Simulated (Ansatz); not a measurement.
# MgCu3H6Cl2O6: Contact hyperfine fields

Cell: a COD entry whose atoms were relaxed with PBE, the cell held.

Space group P-3m1 (No. 164); a = 6.2733, c = 5.7472 Å, γ = 120.00°.

```
site  Wyckoff  site symmetry       x       y       z
  Mg       1a           -3m.  0.0000  0.0000  0.0000
  Cu       3e          .2/m.  0.5000  0.0000  0.0000
   H       6i            .m.  0.2019  0.7981  0.3225
  Cl       2d            3m.  0.6667  0.3333  0.3816
   O       6i            .m.  0.6499  0.8249  0.1586
```

One atom of each set is listed.

Level of theory: DFT, r2SCAN, plane waves and PAW, scalar-relativistic, collinear spin, 500 eV cutoff, Γ-centred 4×4×4 k-points, Fermi–Dirac smearing 0.02 eV (Ansatz 0.2.0). Start moments as typed (μB): 1 on each Cu, none on the rest.

B_c = (2μ₀/3)μB(ρ↑ − ρ↓), with the spin density averaged over the Thomson radius around the nucleus, 7.77 T per e/Å³, positive along the up direction of the run. The valence column is what the valence and semicore waves of the PAW files give as listed; the rest comes from solving these waves and the inner shells again in each spin's potential.

Task: What moments and contact fields does each site carry?

Result: The cell's net moment is 3.00 μB; the site moments, counted in spheres around the atoms, add up to 2.51 μB, and the difference lies between the spheres. One atom of each set is listed.

```tsv
site	m (μB)	B_c (T)	valence column (T)	rest (T)
Mg	0.00	-0.8	-0.7	-0.1
Cu	0.69	-15.3	3.1	-18.4
H	0.00	-0.1	-0.1	0.0
Cl	0.00	-0.8	-0.8	0.0
O	0.07	7.5	9.7	-2.2
```

The largest force is 0.5 eV/Å, so the atoms aren't at the calculated equilibrium and relaxing them would move these values. The program didn't check the stability of this electronic state in full, so a lower one may lie near. The entry's hydrogen positions were far off; the other atoms hardly move on relaxation. All moments on Cu are parallel here, as they were started; many such compounds order antiparallel, where fields on atoms that lie between magnetic neighbours largely cancel. The magnetic order is the one that the run reached from its start moments, not necessarily the measured one. Semilocal functionals underestimate core polarisation, so for a given moment the contact field on a magnetic ion comes out too small, by up to a factor of two. Orbital and dipolar fields are left out; they are small for half-filled shells and for d³ or d⁸ ions in regular octahedra, but can rival the contact field on other open-shell ions. Fields under about 2 T can be off by more than a tenth.
